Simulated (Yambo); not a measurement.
Material: LiCl (rock salt, space group Fm-3m, No. 225); a = b = c = 3.510 Å, α = β = γ = 60.00° (2 atoms in the cell). Cell and atoms were relaxed with LDA from Materials Project entry mp-22905, within its symmetry.

With LDA (Quantum ESPRESSO, PseudoDojo norm-conserving, 74 Ry, without SOC), the gap between the mesh's edge points (Γ → L) is 6.493 eV.

Task: What does a G0W0 run in Yambo give for it (6×6×6 Γ-centred k mesh, bands 2 to 71 and a 10 Ry block in the screening, 71 bands in G with the Bruneval-Gonze terminator, plasmon pole fitted at 27.2 eV)?

Result: The correction is 3.122 eV, giving 9.615 eV, 1.5 times the LDA value.  Nearest settings tried, and what they do to the gap: 43 bands in G: +7 meV; 30 bands in W: -39 meV; 8 Ry block (89 vectors against 137): -64 meV; 4×4×4 mesh: -5 meV. So the settings aren't converged at that level.
